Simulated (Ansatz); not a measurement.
Relaxed Ni (fcc, Cu type):

```xyz
4
Lattice="3.5184 0.0000 0.0000 0.0000 3.5184 0.0000 0.0000 0.0000 3.5184" Properties=species:S:1:pos:R:3 pbc="T T T"
Ni     0.0000     0.0000     0.0000
Ni     1.7592     1.7592     0.0000
Ni     1.7592     0.0000     1.7592
Ni     0.0000     1.7592     1.7592
```

In this cell atom 4 (Ni, nearest neighbour Ni at 2.488 Å; its periodic images, 3.5 Å or more away, move with it) is moved by s towards the nearest neighbour, unit vector (-0.707, -0.707, 0.000); all other atoms and the cell stay fixed.

These are PBE (plane waves to 420 eV, PAW, scalar-relativistic; Ansatz, a program for electronic structure) values and carry that method's errors. k mesh 11×11×11 (Γ-centred), Fermi-Dirac smearing 0.05 eV. Energies are smeared free energies. With partly filled bands, energies and forces of such displacements shift with the k mesh and the smearing. On this mesh the relaxed cell isn't quite at rest: it carries a pressure of 0.1 GPa (compression positive) at the zero of the scan. Ni was relaxed with its symmetry unable to fall. Relaxed Ni ends ferromagnetic. The magnetic order is the one the run started from; other orders were not tried. The zero of ΔE is the undisplaced structure. The last digit holds for this mesh only.

| s (Å) | ΔE (meV/cell) |
|---|---|
| -0.500 | 1383.8 |
| -0.400 | 826.3 |
| -0.300 | withheld |
| -0.200 | 189.4 |
| -0.100 | 46.3 |
| 0.000 | 0.0 |
| 0.100 | 46.3 |
| 0.200 | 189.4 |
| 0.300 | withheld |
| 0.400 | 826.3 |
| 0.500 | 1383.8 |

Q: Fit an even polynomial form (powers 2, 4, 6) to the given rows and predict ΔE at s = 0.300.

A: Least squares on the 9 given rows: ΔE = (4607)·s² + (3074)·s⁴ + (2550)·s⁶, in meV/cell with s in Å; root-mean-square residual 0.06 meV/cell. At 0.300 the fit gives 441.4 meV/cell; the calculation gives 441.7 meV/cell, so the interpolation is off by -0.3 (-0.1 %). The quadratic term alone would give 414.6 meV/cell.

(For displaced atoms, the force is minus the slope of the energy, and its curvature is a force constant, which sets phonon frequencies.)
